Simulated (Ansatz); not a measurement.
Pt:
```
Pt
1.0
    2.62371     0.00000     0.00000
    0.00000     2.62371     0.00000
    0.00000     0.00000     2.62371
Pt
1
Direct
  0.00000   0.00000   0.00000
```

Relaxed with PBE. Special points in fractions of this cell's reciprocal vectors: Γ (0.000, 0.000, 0.000); X (0.000, 0.500, 0.000); M (0.500, 0.500, 0.000); R (0.500, 0.500, 0.500).

Question: List the band energies nearest the Fermi level at these points for PBE in the plane-wave PAW code Ansatz.

Answer: In eV from the Fermi level; about four levels below and three above (degenerate sets whole), none deeper than 8.9 eV; … stands for higher levels left out; points with the same levels are listed once.

| k | below | above |
|---|---|---|
| Γ | -8.35 -5.60 -5.60 | … |
| X | -5.03 -1.82 -1.82 -0.45 | … |
| M | -5.75 -4.57 -1.42 -1.42 | 1.94 … |
| R | -4.76 -4.76 -4.76 | 2.08 2.08 … |

Space group Pm-3m (simple cubic). A made-up cell: these elements were put on the sites of a structure type; neither database checked (COD, Materials Project) lists it. It is not the phase usual at ambient conditions (space group No. 225). The cell was relaxed with PBE under the symmetry of its start; its stability against distortions is not shown here. No spin polarisation was allowed. Scalar-relativistic: spin–orbit coupling is off unless named, which matters more the heavier the elements.

Potentials: the later of the program's two PAW sets.
